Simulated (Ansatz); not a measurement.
# Calculated with Ansatz: KMg$_{2}$VF$_{6}$, single run

Run with:

```bash
ansatz run input.yaml --threads 1 --pin off --max-ram 2560MiB --backend cpu --events-out ev --progress --plain --runs-dir out
```

Input:

```yaml
crystal:
  lattice:
    - [0.0, 4.01647, 4.01647]
    - [4.01647, 0.0, 4.01647]
    - [4.01647, 4.01647, 0.0]
  atoms:
    - { symbol: Mg, position: [0.25, 0.25, 0.25] }
    - { symbol: Mg, position: [0.75, 0.75, 0.75] }
    - { symbol: K, position: [0.5, 0.5, 0.5] }
    - { symbol: F, position: [0.78, 0.22, 0.22] }
    - { symbol: F, position: [0.22, 0.78, 0.22] }
    - { symbol: F, position: [0.22, 0.78, 0.78] }
    - { symbol: F, position: [0.78, 0.22, 0.78] }
    - { symbol: F, position: [0.22, 0.22, 0.78] }
    - { symbol: F, position: [0.78, 0.78, 0.22] }
    - { symbol: V, position: [0.0, 0.0, 0.0] }
  symmetry: { tolerance: 0.0003 }
kpoints:
  mp_grid: { grid: [4, 4, 4], shift: [0, 0, 0] }
magnetization:
  spin_polarized: false
scf:
  occupations: { method: fermi_dirac }
  lower_state_search: light
hamiltonian:
  pseudopotentials: { kind: paw }
  xc: r2scan
basis:
  ecutwfc: 500
output:
  forces: true
  stress: true
  eigenvalues: true
```

Origin of the cell: a known structure type with other elements, at an estimated volume, so it need not be a known compound.

The smearing width isn't typed, so it takes its default of 0.1 eV.

Output (shortened):

```
SCF iter   1: F=—  HF=-13173.903152 eV  Δρ=2.26e-2  dr2=8.31e-1  dr2_τ=3.35e-1  defer=9
SCF iter   2: F=—  HF=-13174.337419 eV  Δρ=5.53e-2  dr2=6.05e0  dr2_τ=1.77e-1  defer=14  recentre
SCF iter   3: F=—  HF=-13174.090125 eV  Δρ=1.06e-2  dr2=1.57e-1  dr2_τ=3.88e-3  defer=14
SCF iter   4: F=—  HF=-13174.074457 eV  Δρ=4.96e-3  dr2=4.44e-2  dr2_τ=1.73e-3  defer=14
SCF iter   5: F=—  HF=-13174.074849 eV  Δρ=2.37e-3  dr2=8.24e-3  dr2_τ=3.98e-4  defer=14
SCF iter   6: F=—  HF=-13174.073938 eV  Δρ=1.67e-3  dr2=4.81e-3  dr2_τ=8.76e-5  defer=14
SCF iter   7: F=—  HF=-13174.073396 eV  Δρ=1.67e-4  dr2=8.45e-5  dr2_τ=3.04e-6  defer=14
SCF iter   8: F=—  HF=-13174.073517 eV  Δρ=3.68e-4  dr2=2.72e-4  dr2_τ=5.71e-6  defer=14
SCF iter   9: F=—  HF=-13174.073502 eV  Δρ=4.90e-5  dr2=6.27e-6  dr2_τ=2.77e-7  defer=14
SCF iter  10: F=—  HF=-13174.073502 eV  Δρ=5.15e-5  dr2=6.13e-6  dr2_τ=9.68e-8  defer=14
SCF iter  11: F=—  HF=-13174.073502 eV  Δρ=6.20e-6  dr2=1.14e-7  dr2_τ=2.28e-9  defer=14
SCF iter  12: F=-13174.073502 eV  HF=-13174.073502 eV  Δρ=1.39e-6  dr2=4.13e-9  dr2_τ=1.51e-10
SCF 1 converged in 12 iterations: F = -13174.073502 eV  dr2 = 4.13e-9
SCF converged after 12 iterations
Free energy (F): -13174.073502 eV
Harris-Foulkes:  -13174.073502 eV  (|F-HF|=1.79e-9)
Internal energy: -13173.844160 eV  (E = F + TS)
E sigma→0 (E₀):  -13173.958831 eV
Entropy (-TS):   -0.229342 eV (-22.934 meV/atom)
Fermi energy:    8.689953 eV
--- Per-component energies (eV) ---
  E_band       = -1305.857251
  E_kinetic    = 2012.753269
  E_local      = -8931.897865  (includes V_loc(G=0)·N_el)
  E_nonlocal   = 600.462020
  E_hartree    = 3412.307418
  E_xc         = -793.658642
  E_vxc        = -1149.431495  (∫ρ·V_xc dr)
  E_paw        = -3724.775095  (= ΣΔE_a)
  E_vpaw       = -740.479548  (= ΣTr[D̂ρ^β])
  E_aug_tail   = 0.006582  (compensation charges beyond the density's cutoff)
  E_vtau       = 78.112970  (kinetic-family band-sum trace: ∫τ·v_τ [+ j·A + Jᵃ·Aᵃ] dr)
  E_ewald      = -5748.339117
  E_core_change = -0.702731  (= ΣΔE_core)
  E_smearing   = -0.229342  (= −TS)
  Σ components = -13174.073502   (vs F -13174.073502, Δ=0.00e0)
--- Forces (eV/Å), atoms counted from 1 ---
  atom   1  Mg    -0.000000     0.000000    -0.000000
  atom   2  Mg    -0.000000     0.000000    -0.000000
  atom   3  K      0.000000    -0.000000     0.000000
  atom   4  F      1.591139     0.000000     0.000000
  atom   5  F     -0.000000     1.591139     0.000000
  atom   6  F     -1.591139    -0.000000    -0.000000
  atom   7  F      0.000000    -1.591139     0.000000
  atom   8  F     -0.000000    -0.000000     1.591139
  atom   9  F      0.000000     0.000000    -1.591139
  atom  10  V      0.000000    -0.000000     0.000000
  max |Σ_I F_I| component: 1.11e-15 eV/Å
--- Stress (GPa, compression-positive) ---
       26.249189      -0.000000       0.000000
        0.000000      26.249189      -0.000000
        0.000000      -0.000000      26.249189
  P = ⅓ Tr σ = 26.2492 GPa (262.492 kbar)
```

Caveats: no spin polarisation, so a magnetic state may lie lower; the given cell is far from equilibrium, with atoms too close or a volume far off; the k mesh is coarse if the cell is a metal.

Time: 10 s of wall time on 1 CPU thread(s) of a shared host, from the program's own first density.
